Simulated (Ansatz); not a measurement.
Relaxed CsSnI$_{3}$ (cubic perovskite):

```
CsSnI3
1.0
    6.27122     0.00000     0.00000
    0.00000     6.27122     0.00000
    0.00000     0.00000     6.27122
Cs Sn I
1 1 3
Direct
  0.00000   0.00000   0.00000
  0.50000   0.50000   0.50000
  0.00000   0.50000   0.50000
  0.50000   0.50000   0.00000
  0.50000   0.00000   0.50000
```

In this cell atom 1 (Cs, nearest neighbour I at 4.434 Å; its periodic images, 6.3 Å or more away, move with it) is moved by u·(1.000, 0.000, 0.000) + v·(0.000, 1.000, 0.000); the rest is frozen.

These are PBE (plane waves to 420 eV, PAW, scalar-relativistic; Ansatz, a quantum-chemistry and plane-wave program) values and carry that method's errors. k mesh 5×5×5 (Γ-centred), Fermi-Dirac smearing 0.05 eV. The energy includes the smearing's −TS. CsSnI3 was relaxed with its symmetry unable to fall. Spin-orbit coupling is left out, though I is heavy. The PAW data are Ansatz's earlier set. This is a high-temperature form of CsSnI3.

Changes of ΔE (eV/cell) from the point u = 0.000 Å, v = 0.000 Å when one coordinate moves alone (two changes are said to add if the coupling is within 5 % of the smaller one, nearly so within 20 %):

```json
[
 {"point": "u = 0.000 Å, v = -0.670 Å", "change": "0.02737"},
 {"point": "u = 0.000 Å, v = -0.447 Å", "change": "0.00812"},
 {"point": "u = 0.000 Å, v = -0.223 Å", "change": "0.00140"},
 {"point": "u = -0.670 Å, v = 0.000 Å", "change": "0.02737"},
 {"point": "u = -0.447 Å, v = 0.000 Å", "change": "0.00812"},
 {"point": "u = -0.223 Å, v = 0.000 Å", "change": "0.00140"},
 {"point": "u = 0.223 Å, v = 0.000 Å", "change": "0.00140"},
 {"point": "u = 0.447 Å, v = 0.000 Å", "change": "0.00812"},
 {"point": "u = 0.670 Å, v = 0.000 Å", "change": "0.02737"},
 {"point": "u = 0.000 Å, v = 0.223 Å", "change": "0.00140"},
 {"point": "u = 0.000 Å, v = 0.447 Å", "change": "0.00812"},
 {"point": "u = 0.000 Å, v = 0.670 Å", "change": "0.02737"}
]
```

Problem. What is the change at u = -0.447 Å, v = -0.447 Å, where both move, and how far is it from the sum?

Solution. The sum of the single changes is 0.00812 + (0.00812) = 0.01624; the calculation gives 0.02958, so the coupling contributes 0.01334 (over 20 % of the smaller single change, not additive).

Problem. Do the two effects add at u = 0.447 Å, v = -0.223 Å? Give the computed change.

Solution. The sum of the single changes is 0.00812 + (0.00140) = 0.00952; the calculation gives 0.01266, so the coupling contributes 0.00314 (over 20 % of the smaller single change, not additive).

Problem. What is the change at u = 0.670 Å, v = 0.670 Å, where both move, and how far is it from the sum?

Solution. The sum of the single changes is 0.02737 + (0.02737) = 0.05474; the calculation gives 0.13589, so the coupling contributes 0.08115 (over 20 % of the smaller single change, not additive).

(For displaced atoms, the force is minus the slope of the energy, and its curvature is a force constant, which sets phonon frequencies.)
